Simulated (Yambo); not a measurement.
Yambo run on BeO (wurtzite, space group P6_3mc, No. 186). The wavefunctions are LDA (Quantum ESPRESSO, PseudoDojo norm-conserving, 88 Ry, no spin-orbit coupling) ones on a 6×6×4 mesh (10 occupied bands); a = b = 2.6615 Å, c = 4.3241 Å, α = β = 90.00°, γ = 120.00°.

Yambo input:

```
rim_cut
gw0
dyson
el_el_corr
HF_and_locXC
ppa
em1d
RandQpts= 1000000
RandGvec= 1 Ry
EXXRLvcs= 88 Ry
VXCRLvcs= 352 Ry
Chimod= "HARTREE"
% BndsRnXp
 3 | 66 |
%
NGsBlkXp= 6 Ry
% LongDrXp
 1.0 | 1.0 | 1.0 |
%
PPAPntXp= 27.2114 eV
% GbndRnge
 1 | 66 |
%
GTermKind= "BG"
DysSolver= "n"
ExtendOut
% QPkrange
 1 | 1 | 10 | 11 |
%
```

k points by index: 1 = Γ.

Resulting energies as the program prints them:

```
#    K-point    Band    Eo [eV]    E [eV]    E-Eo [eV]    Vxc [eV]    Vnlxc [eV]    Sc|Eo [eV]    Sc|E [eV]    dSc/dw|Eo [eV]    Re(Z)    Im(Z)
#
    1    10    0.000000    -1.378218    -1.378218    -20.58361    -26.27771    4.035613    4.315885    -5.533345    0.831015    -0.826751E-3
    1    11    8.044772    9.314543    1.269770    -14.20741    -8.561247    -4.170880    -4.376396    -4.404016    0.860700    -0.696055E-3
```
(The two width columns are left out.) Convergence of these settings isn't established.

Geometry relaxed with LDA.
